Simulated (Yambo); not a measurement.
Absorption of YVO4 (space group I4_1/amd, No. 141) with and without the electron-hole interaction (Yambo, PBEsol bands; 4×4×4 mesh, 20 valence and 11 conduction bands, static screening with 107 bands and a 3 Ry block, scissor 2.15 eV, Tamm-Dancoff; field along x). Axes are Cartesian, with cell vectors (Å) (-3.57, 3.57, 3.15), (3.57, -3.57, 3.15), (3.57, 3.57, -3.15).

```json
[
 {"E (eV)": "3.00", "Im ε, BSE": "0.04", "Im ε, independent quasiparticles": "0.04"},
 {"E (eV)": "3.10", "Im ε, BSE": "0.05", "Im ε, independent quasiparticles": "0.05"},
 {"E (eV)": "3.20", "Im ε, BSE": "0.05", "Im ε, independent quasiparticles": "0.05"},
 {"E (eV)": "3.30", "Im ε, BSE": "0.06", "Im ε, independent quasiparticles": "0.05"},
 {"E (eV)": "3.40", "Im ε, BSE": "0.06", "Im ε, independent quasiparticles": "0.05"},
 {"E (eV)": "3.50", "Im ε, BSE": "0.07", "Im ε, independent quasiparticles": "0.06"},
 {"E (eV)": "3.60", "Im ε, BSE": "0.08", "Im ε, independent quasiparticles": "0.06"},
 {"E (eV)": "3.70", "Im ε, BSE": "0.09", "Im ε, independent quasiparticles": "0.07"},
 {"E (eV)": "3.80", "Im ε, BSE": "0.10", "Im ε, independent quasiparticles": "0.07"},
 {"E (eV)": "3.90", "Im ε, BSE": "0.12", "Im ε, independent quasiparticles": "0.07"},
 {"E (eV)": "4.00", "Im ε, BSE": "0.15", "Im ε, independent quasiparticles": "0.08"},
 {"E (eV)": "4.10", "Im ε, BSE": "0.19", "Im ε, independent quasiparticles": "0.09"},
 {"E (eV)": "4.20", "Im ε, BSE": "0.26", "Im ε, independent quasiparticles": "0.09"},
 {"E (eV)": "4.30", "Im ε, BSE": "0.40", "Im ε, independent quasiparticles": "0.10"},
 {"E (eV)": "4.40", "Im ε, BSE": "0.68", "Im ε, independent quasiparticles": "0.11"},
 {"E (eV)": "4.50", "Im ε, BSE": "1.16", "Im ε, independent quasiparticles": "0.12"},
 {"E (eV)": "4.60", "Im ε, BSE": "1.20", "Im ε, independent quasiparticles": "0.13"},
 {"E (eV)": "4.70", "Im ε, BSE": "0.77", "Im ε, independent quasiparticles": "0.14"},
 {"E (eV)": "4.80", "Im ε, BSE": "0.55", "Im ε, independent quasiparticles": "0.16"},
 {"E (eV)": "4.90", "Im ε, BSE": "0.53", "Im ε, independent quasiparticles": "0.18"},
 {"E (eV)": "5.00", "Im ε, BSE": "0.63", "Im ε, independent quasiparticles": "0.21"},
 {"E (eV)": "5.10", "Im ε, BSE": "0.71", "Im ε, independent quasiparticles": "0.25"},
 {"E (eV)": "5.20", "Im ε, BSE": "0.76", "Im ε, independent quasiparticles": "0.30"},
 {"E (eV)": "5.30", "Im ε, BSE": "0.89", "Im ε, independent quasiparticles": "0.39"},
 {"E (eV)": "5.40", "Im ε, BSE": "1.10", "Im ε, independent quasiparticles": "0.52"},
 {"E (eV)": "5.50", "Im ε, BSE": "1.18", "Im ε, independent quasiparticles": "0.66"},
 {"E (eV)": "5.60", "Im ε, BSE": "1.06", "Im ε, independent quasiparticles": "0.86"},
 {"E (eV)": "5.70", "Im ε, BSE": "0.96", "Im ε, independent quasiparticles": "1.13"},
 {"E (eV)": "5.80", "Im ε, BSE": "0.92", "Im ε, independent quasiparticles": "1.49"},
 {"E (eV)": "5.90", "Im ε, BSE": "0.93", "Im ε, independent quasiparticles": "1.84"},
 {"E (eV)": "6.00", "Im ε, BSE": "1.04", "Im ε, independent quasiparticles": "2.45"},
 {"E (eV)": "6.10", "Im ε, BSE": "1.15", "Im ε, independent quasiparticles": "3.23"},
 {"E (eV)": "6.20", "Im ε, BSE": "1.12", "Im ε, independent quasiparticles": "3.84"},
 {"E (eV)": "6.30", "Im ε, BSE": "1.08", "Im ε, independent quasiparticles": "4.09"},
 {"E (eV)": "6.40", "Im ε, BSE": "1.08", "Im ε, independent quasiparticles": "3.91"},
 {"E (eV)": "6.50", "Im ε, BSE": "1.18", "Im ε, independent quasiparticles": "3.73"},
 {"E (eV)": "6.60", "Im ε, BSE": "1.31", "Im ε, independent quasiparticles": "3.72"},
 {"E (eV)": "6.70", "Im ε, BSE": "1.43", "Im ε, independent quasiparticles": "3.94"},
 {"E (eV)": "6.80", "Im ε, BSE": "1.68", "Im ε, independent quasiparticles": "4.36"},
 {"E (eV)": "6.90", "Im ε, BSE": "2.06", "Im ε, independent quasiparticles": "4.51"},
 {"E (eV)": "7.00", "Im ε, BSE": "2.57", "Im ε, independent quasiparticles": "4.38"},
 {"E (eV)": "7.10", "Im ε, BSE": "3.21", "Im ε, independent quasiparticles": "4.08"},
 {"E (eV)": "7.20", "Im ε, BSE": "3.40", "Im ε, independent quasiparticles": "4.00"},
 {"E (eV)": "7.30", "Im ε, BSE": "3.20", "Im ε, independent quasiparticles": "4.15"},
 {"E (eV)": "7.40", "Im ε, BSE": "3.06", "Im ε, independent quasiparticles": "4.38"},
 {"E (eV)": "7.50", "Im ε, BSE": "2.91", "Im ε, independent quasiparticles": "4.32"},
 {"E (eV)": "7.60", "Im ε, BSE": "2.98", "Im ε, independent quasiparticles": "4.06"},
 {"E (eV)": "7.70", "Im ε, BSE": "2.83", "Im ε, independent quasiparticles": "3.92"},
 {"E (eV)": "7.80", "Im ε, BSE": "2.71", "Im ε, independent quasiparticles": "3.71"},
 {"E (eV)": "7.90", "Im ε, BSE": "2.62", "Im ε, independent quasiparticles": "3.55"},
 {"E (eV)": "8.00", "Im ε, BSE": "2.60", "Im ε, independent quasiparticles": "3.46"},
 {"E (eV)": "8.10", "Im ε, BSE": "2.67", "Im ε, independent quasiparticles": "3.38"},
 {"E (eV)": "8.20", "Im ε, BSE": "2.68", "Im ε, independent quasiparticles": "3.48"},
 {"E (eV)": "8.30", "Im ε, BSE": "2.94", "Im ε, independent quasiparticles": "3.65"},
 {"E (eV)": "8.40", "Im ε, BSE": "2.99", "Im ε, independent quasiparticles": "3.71"},
 {"E (eV)": "8.50", "Im ε, BSE": "3.01", "Im ε, independent quasiparticles": "3.68"}
]
```

The scissor comes from a G0W0 run whose convergence isn't established. Broadening 0.15 eV. The band window holds all transitions up to 8.6 eV. Fine structure above the onset can come from the mesh.

The 3d shell has no Hubbard U; the runs are without spin polarisation, and magnetic order was not tried.

Geometry of the Materials Project entry, not relaxed at this level; primitive cell a = b = c = 5.9468 Å, α = β = 106.28°, γ = 116.07°.
